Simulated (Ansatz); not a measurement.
Input, command and steps of an Ansatz relaxation.

```yaml
crystal:
  lattice:
    - [-2.2404592922, 2.9047152713, 4.4954430544]
    - [2.2404592922, -2.9047152713, 4.4954430544]
    - [2.2404592922, 2.9047152713, -4.4954430544]
  atoms:
    - { symbol: Sr, position: [0.7001199555, 0.2001199555, 0.5] }
    - { symbol: Sr, position: [0.2998800445, 0.7998800445, 0.5] }
    - { symbol: Cd, position: [0.0, 0.0, 0.0] }
    - { symbol: Pt, position: [0.7297469707, 0.5, 0.2297469707] }
    - { symbol: Pt, position: [0.2702530293, 0.5, 0.7702530293] }
basis:
  ecutwfc: 420
kpoints:
  mp_grid: { grid: [10, 10, 10] }
hamiltonian:
  xc: pbesol
scf:
  occupations: { method: gaussian, width: 0.1 }
output:
  forces: true
  stress: true
  eigenvalues: true
relax:
  adjacent_minimum: "off"
  f_tol: 0.01
  max_steps: 30
  cell: { stress_tol: 0.1, fix: [volume] }
```

```bash
ansatz run input.yaml --threads 1 --pin off --max-ram 2560MiB --backend cpu --events-out ev --progress --plain --runs-dir out
```

Method: Ansatz, DFT PBEsol, scalar-relativistic, plane waves, PAW.

The volume is held at 0.97 times that of the relaxed cell.

Of 3 frames 2 are shown, positions in Å and forces in eV/Å; the SCF threshold varies from step to step. Steps run on the plane waves of an earlier cell, with a Pulay correction in the pressure. The basis is chosen afresh for the last frame, the zero of the energies, and at times for earlier ones too; energy and pressure can step there, also at an unchanged geometry. Where two frames share a geometry here, they differ by under 2 meV/atom and 0.3 GPa.

```xyz
5
Lattice="-2.2405 2.9047 4.4954 2.2405 -2.9047 4.4954 2.2405 2.9047 -4.4954" Properties=species:S:1:pos:R:3:forces:R:3 pbc="T T T" step=1 free_energy_over_end_meV_per_atom=0.30 pressure_GPa=2.45
Sr    0.0000    2.9047    1.7993    0.0000    0.0000    0.0194
Sr    2.2405    0.0000    2.6962    0.0000    0.0000   -0.0194
Cd    0.0000    0.0000    0.0000    0.0000    0.0000    0.0000
Pt    0.0000    1.3347    4.4954    0.0000    0.0498    0.0000
Pt    2.2405    1.5700    0.0000    0.0000   -0.0498    0.0000
5
Lattice="-2.2483 2.9110 4.4701 2.2483 -2.9110 4.4701 2.2483 2.9110 -4.4701" Properties=species:S:1:pos:R:3:forces:R:3 pbc="T T T" step=3 free_energy_over_end_meV_per_atom=0.00 pressure_GPa=2.30
Sr    0.0000    2.9110    1.7893    0.0000    0.0000    0.0073
Sr    2.2483    0.0000    2.6808    0.0000    0.0000   -0.0073
Cd    0.0000    0.0000    0.0000    0.0000    0.0000    0.0000
Pt    0.0000    1.3427    4.4701    0.0000   -0.0085    0.0000
Pt    2.2483    1.5683    0.0000    0.0000    0.0085    0.0000
```

It took 2.6 min on 1 thread of Arm Neoverse V1 (shared host), peak memory 0.83 GiB.

Spin–orbit coupling is left out, which can shift energies with elements as heavy as these.